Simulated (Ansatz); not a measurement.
A geometry of MgS away from equilibrium: the start of the relaxation of a generated cell, MgS placed in the GeS structure type. Level of theory: r2SCAN (plane waves to 500 eV, PAW, scalar-relativistic; Ansatz, an electronic-structure program). Γ-centred k-mesh 4×9×8 on the run's cell, Fermi–Dirac smearing 0.05 eV.

```xyz
8
Lattice="10.3441 0.0000 0.0000 0.0000 3.5962 0.0000 0.0000 0.0000 4.2483" Properties=species:S:1:pos:R:3:forces:R:3 pbc="T T T" free_energy=-11337.296 pressure_GPa=2.1
Mg     1.2630     0.8991     0.5425    0.5744    0.0000    0.1359
Mg     3.9090     2.6972     2.6666   -0.5744    0.0000    0.1359
Mg     9.0811     2.6972     3.7058   -0.5744    0.0000   -0.1359
Mg     6.4350     0.8991     1.5816    0.5744    0.0000   -0.1359
S      8.7873     0.8991     2.1339    1.1896    0.0000   -0.5838
S      6.7288     2.6972     0.0098   -1.1896    0.0000   -0.5838
S      1.5568     2.6972     2.1144   -1.1896    0.0000    0.5838
S      3.6153     0.8991     4.2385    1.1896    0.0000    0.5838
```

Positions in Å, forces in eV/Å, free energy of the cell in eV (comparable only within this code, potentials and settings). Largest force: 1.33 eV/Å, on S5, S6, S7, S8 (atoms numbered as listed); the geometry lies 0.63 eV/atom above the end of its relaxation.

No spin polarisation in the result.

The run could not lose the symmetry of its start.
